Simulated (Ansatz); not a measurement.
Sn:
```
Sn
1.0
   -1.60172     1.60172     2.51875
    1.60172    -1.60172     2.51875
    1.60172     1.60172    -2.51875
Sn
1
Direct
  0.00000   0.00000   0.00000
```

Relaxed with LDA. Special points in fractions of this cell's reciprocal vectors: Γ (0.000, 0.000, 0.000); X (0.000, 0.000, 0.500); P (0.250, 0.250, 0.250); N (0.000, 0.500, 0.000); M (0.500, 0.500, -0.500); S (0.351, 0.649, -0.351); S0 (-0.351, 0.351, 0.351); R (-0.202, 0.202, 0.500); G (0.500, 0.500, -0.202).

Q: List the band energies nearest the Fermi level at these points for LDA (plane waves, PAW; program Ansatz).

A: In eV from the Fermi level; about four levels below and three above (degenerate sets whole), none deeper than 8.9 eV; … stands for higher levels left out; points with the same levels are listed once.

| k | below | above |
|---|---|---|
| Γ | – | 7.93 7.93 7.95 |
| X | -4.42 -3.54 | 1.24 2.02 … |
| P | -4.17 -1.88 -1.88 | 0.18 … |
| N | -6.99 -4.92 | 4.77 6.96 … |
| M | -6.12 -4.44 | 3.02 3.02 … |
| S | -5.59 -2.94 -2.45 | 4.46 … |
| R | -4.71 -2.12 -1.52 -0.44 | … |

Space group I4/mmm (body-centred tetragonal). This is a known high-pressure phase of the composition, computed here at zero pressure and temperature. Symmetry was held in the LDA relaxation. At this level the phase is mechanically unstable. Scalar-relativistic: spin–orbit coupling is off unless named, which matters more the heavier the elements.

Potentials: the earlier of the program's two PAW sets.
